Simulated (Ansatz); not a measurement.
PdSeO₃:
```cif
data_O12Pd4Se4
_chemical_formula_sum 'Pd4 Se4 O12'
_space_group_name_H-M_alt 'C2/m'
_space_group_IT_number 12
_space_group_name_Hall '-C 2y'
_cell_length_a 6.88759
_cell_length_b 6.88519
_cell_length_c 6.76760
_cell_angle_alpha 90.000
_cell_angle_beta 119.175
_cell_angle_gamma 90.000
loop_
_atom_site_label
_atom_site_type_symbol
_atom_site_symmetry_multiplicity
_atom_site_Wyckoff_symbol
_atom_site_fract_x
_atom_site_fract_y
_atom_site_fract_z
_atom_site_occupancy
Pd1 Pd 4 e 0.25000 0.25000 0.00000 1
Se1 Se 4 i 0.32612 0.00000 0.63116 1
O1 O 8 j 0.26888 0.30210 0.29504 1
O2 O 4 i 0.39120 0.00000 0.13850 1
```
(The calculation used a cell of 10 atoms; values per cell refer to that cell.)

Relaxed with LDA.

Tabulate the valence density and the electron localisation function along the shortest Se–O contact (1.69 Å), LDA (plane waves, PAW; program Ansatz).



```tsv
distance from Se (Å)	density (e/Å³)	ELF
0.17	35.01	0.17
0.25	25.38	0.22
0.34	16.55	0.30
0.42	9.94	0.41
0.51	5.72	0.52
0.59	3.34	0.61
0.68	2.12	0.66
0.76	1.58	0.67
0.84	1.46	0.69
0.93	1.58	0.72
1.01	1.88	0.74
1.10	2.38	0.75
1.18	3.08	0.72
1.27	3.96	0.65
1.35	4.91	0.54
1.44	5.85	0.42
1.52	6.70	0.30
```

The density is the valence pseudo-density with augmentation charge, so density and ELF within about 1 Å of a nucleus are not all-electron values.

The workflow started from a Materials Project entry (that database holds measured and hypothetical structures alike); the Crystallography Open Database copy checked does not list it. COD files the formula under space group No. 11. Whether it is the stable phase at ambient conditions was not checked. Symmetry was held in the LDA relaxation; its stability against distortions is not shown here. No spin polarisation was allowed. A crystal of weakly bound layers computed without a dispersion correction: the cell and the soft elastic constants depend strongly on that.

Potentials: the later of the program's two PAW sets.
